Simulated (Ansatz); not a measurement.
# ¹⁴N nuclear quadrupole resonance in Cs₂LiIrC₆N₆

Cell: a computed structure from the Materials Project (it need not be an observed phase).

```cif
data_Cs2LiIrC6N6
_symmetry_space_group_name_H-M 'Fm-3m'
_symmetry_Int_Tables_number 225
_cell_length_a 10.8597
_cell_length_b 10.8597
_cell_length_c 10.8597
_cell_angle_alpha 90.000
_cell_angle_beta 90.000
_cell_angle_gamma 90.000
loop_
_atom_site_label
_atom_site_type_symbol
_atom_site_symmetry_multiplicity
_atom_site_Wyckoff_symbol
_atom_site_fract_x
_atom_site_fract_y
_atom_site_fract_z
Cs Cs 8 c 0.7500 0.7500 0.7500
Li Li 4 b 0.5000 0.5000 0.5000
Ir Ir 4 a 0.0000 0.0000 0.0000
C C 24 e 0.1862 0.5000 0.5000
N N 24 e 0.7057 0.5000 0.5000
```

One atom of each set is listed; the run and its k-mesh use a cell of 16 atoms with edges of 7.68, 7.68, 7.68 Å.

The numbers come from a DFT calculation in Ansatz (PBE, plane waves and PAW, scalar-relativistic, 420 eV cutoff, Γ-centred 5×5×5 k-points, Fermi–Dirac smearing 0.05 eV).

¹⁴N: I = 1, Q = 20.44 mb (year-2017 value). Static lattice, zero field.

Task: The simulated lines lie at 2.75 MHz. What are |C_Q|, η and |V_zz| at N?

Result: For I = 1 the lines are ν± = (3/4)|C_Q|(1 ± η/3) and ν₀ = |C_Q|η/2. Here |C_Q| = 3.67 MHz, η = 0.00 and |V_zz| = 7.43 × 10²¹ V/m². The calculation gives V_zz negative; the lines don't show the sign. The site has 1 C at 1.17 Å, 1 Li at 2.23 Å, angle 180°; also 1 Ir at 3.20 Å.

An axis of threefold or higher order runs through N, so V_zz lies along it and η is zero.

The largest force is 0.4 eV/Å, so the atoms aren't at the calculated equilibrium and relaxing them would move these values.

The run took 30 s of wall time (30 s of CPU time) and 0.71 GiB at its peak, on 1 thread of Arm Neoverse V1 (aarch64; 28 cores open to the job, memory cap 2.5 GiB, no GPU), a shared host with a load of 0.9 a core.
